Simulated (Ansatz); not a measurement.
Relaxed MoSi₂ (MoSi2 type, space group I4/mmm):

```
CELL_PARAMETERS angstrom
     -1.60850     1.60850     3.93661
      1.60850    -1.60850     3.93661
      1.60850     1.60850    -3.93661
ATOMIC_POSITIONS crystal
  Mo 0.00000 0.00000 0.00000
  Si 0.33511 0.33511 0.00000
  Si 0.66489 0.66489 0.00000
```

In this cell atom 2 (Si, nearest neighbour Si at 2.596 Å; its periodic images, 3.2 Å or more away, move with it) is moved by s towards the nearest neighbour, unit vector (0.000, 0.000, 1.000); all other atoms and the cell stay fixed.

These are PBE (plane waves to 420 eV, PAW, scalar-relativistic; Ansatz, a program for electronic structure) values and carry that method's errors. k mesh 16×16×16 (Γ-centred), Fermi-Dirac smearing 0.05 eV. The energy includes the smearing's −TS. Stress and pressure are positive under compression. With partly filled bands, energies and forces of such displacements shift with the k mesh and the smearing. F∥ is the force on the atom along that direction. MoSi2 is run without spin polarisation. MoSi2 was relaxed with its symmetry unable to fall. The PAW data are Ansatz's earlier set. ΔE is measured from the undisplaced structure.

```
s (Å)   P (GPa)  ΔE (eV/cell)  F∥ (eV/Å)
------  -------  ------------  ---------
-0.260      2.5         0.419      3.297
-0.208      1.2           [?]      2.593
-0.156      0.3         0.149      1.923
-0.104     -0.2         0.066      1.273
-0.052     -0.3           [?]      0.635
0.000       0.0         0.000     -0.002
0.052       0.7           [?]     -0.654
0.104       1.7           [?]     -1.329
0.156       3.1         0.156     -2.039
0.208       4.9         0.281     -2.801
0.260       7.0           [?]     -3.622
```

Problem. What belongs in the gaps?

Solution. 
- -0.208, ΔE (eV/cell): 0.266
- -0.052, ΔE (eV/cell): 0.016
- 0.052, ΔE (eV/cell): 0.017
- 0.104, ΔE (eV/cell): 0.068
- 0.260, ΔE (eV/cell): 0.448

(For displaced atoms, the force is minus the slope of the energy, and its curvature is a force constant, which sets phonon frequencies.)
